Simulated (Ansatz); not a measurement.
KScS2O8:
```
CELL_PARAMETERS angstrom
      4.24270     2.64809     0.00000
     -4.24270     2.64809     0.00000
     -0.55672     0.00000     7.90390
ATOMIC_POSITIONS crystal
  K  0.00000 0.00000 0.50000
  Sc 0.00000 0.00000 0.00000
  S  0.36647 0.63353 0.21269
  S  0.63353 0.36647 0.78731
  O  0.31269 0.68731 0.38178
  O  0.68731 0.31269 0.61822
  O  0.69294 0.76187 0.18646
  O  0.30706 0.23813 0.81354
  O  0.76187 0.69294 0.81354
  O  0.23813 0.30706 0.18646
  O  0.23534 0.76466 0.07909
  O  0.76466 0.23534 0.92091
```

Relaxed with r²SCAN.

Which orbitals make up the states near the band edges in r²SCAN (plane waves, PAW; program Ansatz)?

Top 1 eV of the valence band: O 2p 97 %. Bottom 1 eV of the conduction band: Sc 3d 87 %, O 2p 7 %. Projections are on Löwdin-orthogonalised atomic valence shells; empty p or d shells of many metals are not among them.

Tabulate the density of states.

States/eV per cell of 12 atoms, in 0.25 eV bins, energy from the valence-band maximum.

| E (eV) | total | O 2p | Sc 3d | S 3p |
|---|---|---|---|---|
| -7.85 | 0.00 | 0.00 | 0.00 | 0.00 |
| -7.60 | 0.00 | 0.00 | 0.00 | 0.00 |
| -7.35 | 0.00 | 0.00 | 0.00 | 0.00 |
| -7.10 | 0.72 | 0.46 | 0.01 | 0.12 |
| -6.85 | 7.29 | 4.52 | 0.42 | 1.28 |
| -6.60 | 6.46 | 4.00 | 0.33 | 1.14 |
| -6.35 | 11.90 | 7.56 | 0.25 | 2.08 |
| -6.10 | 5.64 | 3.58 | 0.03 | 1.01 |
| -5.85 | 1.89 | 1.17 | 0.03 | 0.30 |
| -5.60 | 13.05 | 8.15 | 0.09 | 2.08 |
| -5.35 | 1.06 | 0.67 | 0.00 | 0.16 |
| -5.10 | 0.00 | 0.00 | 0.00 | 0.00 |
| -4.85 | 0.00 | 0.00 | 0.00 | 0.00 |
| -4.60 | 0.00 | 0.00 | 0.00 | 0.00 |
| -4.35 | 0.00 | 0.00 | 0.00 | 0.00 |
| -4.10 | 0.00 | 0.00 | 0.00 | 0.00 |
| -3.85 | 0.00 | 0.00 | 0.00 | 0.00 |
| -3.60 | 7.19 | 6.37 | 0.48 | 0.03 |
| -3.35 | 5.50 | 4.96 | 0.25 | 0.03 |
| -3.10 | 8.44 | 7.57 | 0.31 | 0.08 |
| -2.85 | 12.26 | 11.08 | 0.30 | 0.18 |
| -2.60 | 14.22 | 13.05 | 0.20 | 0.21 |
| -2.35 | 17.51 | 16.05 | 0.31 | 0.32 |
| -2.10 | 14.19 | 13.25 | 0.09 | 0.24 |
| -1.85 | 0.70 | 0.65 | 0.00 | 0.01 |
| -1.60 | 0.00 | 0.00 | 0.00 | 0.00 |
| -1.35 | 0.00 | 0.00 | 0.00 | 0.00 |
| -1.10 | 0.39 | 0.35 | 0.04 | 0.00 |
| -0.85 | 5.85 | 5.39 | 0.37 | 0.02 |
| -0.60 | 16.37 | 15.70 | 0.41 | 0.04 |
| -0.35 | 18.97 | 18.55 | 0.16 | 0.03 |
| -0.10 | 6.43 | 6.34 | 0.02 | 0.01 |
| 0.15 | 0.00 | 0.00 | 0.00 | 0.00 |
| 0.40 | 0.00 | 0.00 | 0.00 | 0.00 |
| 0.65 | 0.00 | 0.00 | 0.00 | 0.00 |
| 0.90 | 0.00 | 0.00 | 0.00 | 0.00 |
| 1.15 | 0.00 | 0.00 | 0.00 | 0.00 |
| 1.40 | 0.00 | 0.00 | 0.00 | 0.00 |
| 1.65 | 0.00 | 0.00 | 0.00 | 0.00 |
| 1.90 | 0.00 | 0.00 | 0.00 | 0.00 |
| 2.15 | 0.00 | 0.00 | 0.00 | 0.00 |
| 2.40 | 0.00 | 0.00 | 0.00 | 0.00 |
| 2.65 | 0.00 | 0.00 | 0.00 | 0.00 |
| 2.90 | 0.00 | 0.00 | 0.00 | 0.00 |
| 3.15 | 0.00 | 0.00 | 0.00 | 0.00 |
| 3.40 | 0.00 | 0.00 | 0.00 | 0.00 |
| 3.65 | 0.00 | 0.00 | 0.00 | 0.00 |
| 3.90 | 0.00 | 0.00 | 0.00 | 0.00 |
| 4.15 | 0.00 | 0.00 | 0.00 | 0.00 |
| 4.40 | 0.00 | 0.00 | 0.00 | 0.00 |
| 4.65 | 0.00 | 0.00 | 0.00 | 0.00 |
| 4.90 | 0.24 | 0.01 | 0.21 | 0.00 |
| 5.15 | 6.58 | 0.36 | 5.74 | 0.17 |
| 5.40 | 13.49 | 1.01 | 11.75 | 0.28 |
| 5.65 | 3.69 | 0.37 | 3.23 | 0.02 |
| 5.90 | 0.00 | 0.00 | 0.00 | 0.00 |
| 6.15 | 0.00 | 0.00 | 0.00 | 0.00 |
| 6.40 | 0.00 | 0.00 | 0.00 | 0.00 |
| 6.65 | 1.79 | 0.12 | 1.20 | 0.10 |
| 6.90 | 4.16 | 0.30 | 2.52 | 0.18 |
| 7.15 | 5.53 | 0.48 | 3.51 | 0.22 |
| 7.40 | 4.55 | 0.44 | 2.93 | 0.12 |
| 7.65 | 1.27 | 0.12 | 0.58 | 0.02 |
| 7.90 | 0.81 | 0.06 | 0.09 | 0.01 |
| 8.15 | 0.98 | 0.07 | 0.05 | 0.02 |
| 8.40 | 1.25 | 0.10 | 0.04 | 0.03 |
| 8.65 | 1.74 | 0.14 | 0.04 | 0.06 |
| 8.90 | 2.30 | 0.17 | 0.04 | 0.13 |
| 9.15 | 3.65 | 0.23 | 0.05 | 0.24 |
| 9.40 | 4.00 | 0.27 | 0.06 | 0.35 |
| 9.65 | 4.96 | 0.92 | 0.05 | 1.05 |

Space group C2/m. The first step of the workflow began from a Materials Project structure, measured or hypothetical; the Crystallography Open Database copy checked does not list it. Its standing as an ambient phase is unchecked. Symmetry was held in the r²SCAN relaxation; whether a distortion lowers the energy is not shown. The run is not spin-polarised.

Potentials: the later of the program's two PAW sets.
